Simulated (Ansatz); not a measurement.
All numbers below come from Ansatz 0.2.0, DFT, LDA (PW92), plane waves (420 eV) with PAW, scalar-relativistic. (PAW data from PBE, frozen cores regenerated.)

An element in the diamond structure gives this curve. The cell is scaled uniformly from the relaxed one, with fractional coordinates and shape fixed. Energies are extrapolated to zero smearing, pressures are those at the given smearing. Magnetic state: spin not included.

| V (Å³/atom) | E − E₀ (meV/atom) | P (GPa) |
| --- | --- | --- |
| 34.940 | 79.5 | 5.94 |
| 36.528 | 32.7 | 3.51 |
| 38.117 | 7.5 | 1.54 |
| 39.705 | 0.0 | -0.08 |
| 41.293 | 7.0 | -1.41 |
| 42.881 | 26.0 | -2.50 |
| 44.469 | 54.8 | -3.40 |

Task: Which element is it?
A. magnesium
B. bismuth
C. antimony
D. lanthanum

Result: C. Its fit is V₀ = 39.68 Å³/atom, B₀ = 37 GPa, B₀′ = 3.8.
